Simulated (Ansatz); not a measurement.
SiGe:
```
SiGe
1.0
   -1.96282     1.96282    13.88862
    1.96282    -1.96282    13.88862
    1.96282     1.96282   -13.88862
Si Ge
5 5
Direct
  0.90359   0.90359   0.00000
  0.45168   0.95168   0.50000
  0.50000   0.50000   0.00000
  0.04832   0.54832   0.50000
  0.09641   0.09641   0.00000
  0.64626   0.14626   0.50000
  0.69824   0.69824   0.00000
  0.25000   0.75000   0.50000
  0.30176   0.30176   0.00000
  0.85374   0.35374   0.50000
```

Relaxed with r²SCAN. Special points in fractions of this cell's reciprocal vectors: Γ (0.000, 0.000, 0.000); X (0.000, 0.000, 0.500); P (0.250, 0.250, 0.250); N (0.000, 0.500, 0.000); M (0.500, 0.500, -0.500); S (0.255, 0.745, -0.255); S0 (-0.255, 0.255, 0.255); R (-0.010, 0.010, 0.500); G (0.500, 0.500, -0.010).

Problem. List the band energies nearest the valence-band maximum at these points for r²SCAN with spin–orbit coupling in the plane-wave PAW code Ansatz.

Solution. In eV from the valence-band maximum; about four levels below and three above (degenerate sets whole), none deeper than 8.9 eV; points with the same levels are listed once.

```tsv
k	below	above
Γ	-0.05 -0.05 0.00 0.00	0.46 0.46 0.52 0.52
X	-3.23 -3.23 -3.22 -3.22	0.80 0.80 0.85 0.85
P	-3.32 -3.32 -3.32 -3.32 -3.30	0.96 0.97 1.00
N	-1.22 -1.22 -1.20 -1.20	1.01 1.01 1.79 1.79
M	-0.59 -0.59 -0.48 -0.48	0.50 0.50 0.56 0.56
S	-1.23 -1.23 -1.18 -1.18	1.28 1.28 1.39 1.39
R	-3.24 -3.23 -3.23 -3.22	0.81 0.81 0.86 0.86
```

Space group I-4m2. The start of the workflow was typed in or built on a structure type; neither database checked (COD, Materials Project) lists it. Whether it is the stable phase at ambient conditions was not checked. Symmetry was held in the r²SCAN relaxation; whether a distortion lowers the energy is not shown.

Potentials: the later of the program's two PAW sets.
